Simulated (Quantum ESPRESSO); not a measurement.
Al5TaAgRu, input and log of a self-consistent run

Simulated, not a measurement. The program is pw.x of Quantum ESPRESSO 7.5 (plane-wave density functional theory). The cell is made up: eight metal atoms on a face-centred cubic lattice, with elements, volume, strain and displacements drawn at random and not relaxed, so it may be unstable or far from any real phase. PseudoDojo standard norm-conserving files set the functional (PBE unless stated); there is no spin polarisation or spin-orbit coupling, the Fermi-Dirac width of 0.25 eV means electrons at about 2900 K, and the masses in the input are unused placeholders. Heavy elements are run without spin-orbit coupling, which real alloys of them have. A spin test at this wide smearing found no moment, but such smearing suppresses magnetism that the real alloy may have.

Input:

```
&control calculation='scf', pseudo_dir='./dojo.nc.sr.pbe.v0_5.standard.upf', outdir='./o', disk_io='minimal', tprnfor=.true., tstress=.true. /
&system ibrav=0, nat=8, ntyp=4, nbnd=42, ecutwfc=84.00895049, nosym=.true., tot_charge=0,
 occupations='smearing', smearing='fd', degauss=0.0183746611
/
&electrons conv_thr=1.470e-08, electron_maxstep=70, mixing_beta=0.5 /
ATOMIC_SPECIES
Ag 1.0 Ag.upf
Al 1.0 Al.upf
Ru 1.0 Ru.upf
Ta 1.0 Ta.upf
CELL_PARAMETERS angstrom
1.9339 3.9091 1.9852
1.8906 -3.8628 1.9359
3.9271 -0.003 -4.0237
ATOMIC_POSITIONS angstrom
Al -0.0225 0.0164 -0.0878
Al 1.971 -0.118 -2.0632
Al 2.0093 -1.7575 -0.0697
Ta 3.8731 -1.8826 -2.0296
Al 2.0426 1.8278 0.0025
Ag 3.8494 2.0527 -1.9827
Al 1.8675 -0.234 2.0365
Ru 3.8424 0.0598 0.1112
K_POINTS automatic
6 6 5 1 1 1
```

The log is shortened where brackets say so; the opening notice, blank lines, dates and the lines on written files are dropped, and the path of the files is cut. It prints rydbergs, bohrs and kilobars, and counts compression as positive stress. Its total energy is the free energy E - TS of the whole cell.

```
     Program PWSCF v.7.5
     Parallel version (MPI & OpenMP), running on       4 processor cores
     Number of MPI processes:                 4
     Threads/MPI process:                     1
     [start-up lines left out]
     bravais-lattice index     =            0
     lattice parameter (alat)  =       9.0553  a.u.
     unit-cell volume          =     807.2962 (a.u.)^3
     number of atoms/cell      =            8
     number of atomic types    =            4
     number of electrons       =        63.00
     number of Kohn-Sham states=           42
     kinetic-energy cutoff     =      84.0090  Ry
     charge density cutoff     =     336.0358  Ry
     scf convergence threshold =      1.5E-08
     mixing beta               =       0.5000
     number of iterations used =            8  plain     mixing
     Exchange-correlation= PBE
                           (   1   4   3   4   0   0   0)
     [axes and pseudopotential details left out]
   Cartesian axes
     site n.     atom                  positions (alat units)
         1        Al     tau(   1) = (  -0.0046954   0.0034225  -0.0183227  )
         2        Al     tau(   2) = (   0.4113214  -0.0246250  -0.4305623  )
         3        Al     tau(   3) = (   0.4193141  -0.3667668  -0.0145455  )
         4        Ta     tau(   4) = (   0.8082643  -0.3928735  -0.4235504  )
         5        Al     tau(   5) = (   0.4262633   0.3814375   0.0005217  )
         6        Ag     tau(   6) = (   0.8033184   0.4283711  -0.4137630  )
         7        Al     tau(   7) = (   0.3897223  -0.0488327   0.4249904  )
         8        Ru     tau(   8) = (   0.8018576   0.0124795   0.0232060  )
     number of k points=    90  Fermi-Dirac smearing, width (Ry)=  0.0184
                       cart. coord. in units 2pi/alat
        k(    1) = (   0.1654149  -0.0011902   0.0423533), wk =   0.0222222
        k(    2) = (   0.2874744  -0.0011151  -0.0767001), wk =   0.0222222
     [further k points left out]
     Dense  grid:    83921 G-vectors     FFT dimensions: (  54,  54,  64)
     Estimated max dynamical RAM per process >     283.61 MB
     Estimated total dynamical RAM >       1.05 GB
     Initial potential from superposition of free atoms
     starting charge      62.9856, renormalised to      63.0000
     Starting wfcs are   50 randomized atomic wfcs
     total cpu time spent up to now is        5.0 secs
     per-process dynamical memory:   231.3 Mb
     Self-consistent Calculation
     iteration #  1     ecut=    84.01 Ry     beta= 0.50
     Davidson diagonalization with overlap
     ethr =  1.00E-02,  avg # of iterations =  4.4
     total cpu time spent up to now is       16.4 secs
     total energy              =    -664.96499749 Ry
     estimated scf accuracy    <       1.24333800 Ry
     iteration #  2     ecut=    84.01 Ry     beta= 0.50
     Davidson diagonalization with overlap
     ethr =  1.97E-03,  avg # of iterations =  2.3
     total cpu time spent up to now is       27.0 secs
     total energy              =    -665.16711028 Ry
     estimated scf accuracy    <       3.08359642 Ry
     iteration #  3     ecut=    84.01 Ry     beta= 0.50
     Davidson diagonalization with overlap
     ethr =  1.97E-03,  avg # of iterations =  2.0
     total cpu time spent up to now is       36.1 secs
     total energy              =    -665.46499917 Ry
     estimated scf accuracy    <       1.27125743 Ry
     iteration #  4     ecut=    84.01 Ry     beta= 0.50
     Davidson diagonalization with overlap
     ethr =  1.97E-03,  avg # of iterations =  1.0
     total cpu time spent up to now is       44.1 secs
     total energy              =    -665.57948796 Ry
     estimated scf accuracy    <       0.03752853 Ry
     iteration #  5     ecut=    84.01 Ry     beta= 0.50
     Davidson diagonalization with overlap
     ethr =  5.96E-05,  avg # of iterations =  6.4
     total cpu time spent up to now is       55.7 secs
     total energy              =    -665.58941188 Ry
     estimated scf accuracy    <       0.00863563 Ry
     [iterations 6 to 7 left out]
     iteration #  8     ecut=    84.01 Ry     beta= 0.50
     Davidson diagonalization with overlap
     ethr =  6.34E-07,  avg # of iterations =  2.0
     total cpu time spent up to now is       85.0 secs
     total energy              =    -665.59028199 Ry
     estimated scf accuracy    <       0.00004825 Ry
     iteration #  9     ecut=    84.01 Ry     beta= 0.50
     Davidson diagonalization with overlap
     ethr =  7.66E-08,  avg # of iterations =  2.0
     total cpu time spent up to now is       94.6 secs
     total energy              =    -665.59029165 Ry
     estimated scf accuracy    <       0.00000771 Ry
     iteration # 10     ecut=    84.01 Ry     beta= 0.50
     Davidson diagonalization with overlap
     ethr =  1.22E-08,  avg # of iterations =  2.0
     total cpu time spent up to now is      103.2 secs
     total energy              =    -665.59029206 Ry
     estimated scf accuracy    <       0.00000103 Ry
     iteration # 11     ecut=    84.01 Ry     beta= 0.50
     Davidson diagonalization with overlap
     ethr =  1.64E-09,  avg # of iterations =  2.2
     total cpu time spent up to now is      112.5 secs
     total energy              =    -665.59029222 Ry
     estimated scf accuracy    <       0.00000006 Ry
     iteration # 12     ecut=    84.01 Ry     beta= 0.50
     Davidson diagonalization with overlap
     ethr =  9.94E-11,  avg # of iterations =  4.1
     total cpu time spent up to now is      122.9 secs
     End of self-consistent calculation
     [lines on levels left out]
!    total energy              =    -665.59029223 Ry
     estimated scf accuracy    <          7.5E-09 Ry
     smearing contrib. (-TS)   =      -0.06772215 Ry
     internal energy E=F+TS    =    -665.52257007 Ry
     The total energy is F=E-TS. E is the sum of the following terms:
     one-electron contribution =    -377.91902049 Ry
     hartree contribution      =     217.31828459 Ry
     xc contribution           =    -121.41976741 Ry
     ewald contribution        =    -383.50206677 Ry
     convergence has been achieved in  12 iterations
     Forces acting on atoms (cartesian axes, Ry/au):
     atom    1 type  2   force =     0.00613122    0.00506153    0.01368798
     atom    2 type  2   force =    -0.01230656    0.06598986    0.00459734
     atom    3 type  2   force =    -0.01908205   -0.04538185    0.02270675
     atom    4 type  4   force =    -0.01936141   -0.06841098   -0.01913110
     atom    5 type  2   force =    -0.00537057    0.00804045   -0.00451744
     atom    6 type  1   force =     0.03914121   -0.07005655   -0.00602509
     atom    7 type  2   force =     0.03199567    0.09592650   -0.01615921
     atom    8 type  3   force =    -0.02114750    0.00883104    0.00484078
     Total force =     0.175395     Total SCF correction =     0.000336
     Computing stress (Cartesian axis) and pressure
          total   stress  (Ry/bohr**3)                   (kbar)     P=      131.93
   0.00114642  -0.00010939   0.00042699          168.64      -16.09       62.81
  -0.00010939   0.00081258  -0.00011665          -16.09      119.54      -17.16
   0.00042699  -0.00011665   0.00073157           62.81      -17.16      107.62
     init_run     :      4.65s CPU      4.91s WALL (       1 calls)
     electrons    :    116.85s CPU    117.95s WALL (       1 calls)
     forces       :      1.97s CPU      1.98s WALL (       1 calls)
     stress       :      6.69s CPU      6.70s WALL (       1 calls)
     [timing details left out]
     PWSCF        :   2m10.27s CPU   2m11.66s WALL
     JOB DONE.
```

In other units: free energy -9055.817 eV for the cell, pressure 13.19 GPa, largest force component 2.466 eV/Å in size. The run took 133 s of wall time with four MPI processes on a shared machine (Intel Xeon, 2023 or later, virtual cores), so the time is rough. A rerun of this cell at a higher cutoff and on a denser mesh moved values by no more than 0.003 eV in energy, 0.06 GPa in stress and 0.006 eV/Å in force, and a second program with other atomic files agreed on that cell to 2 % rms in force and 0.5 GPa in pressure.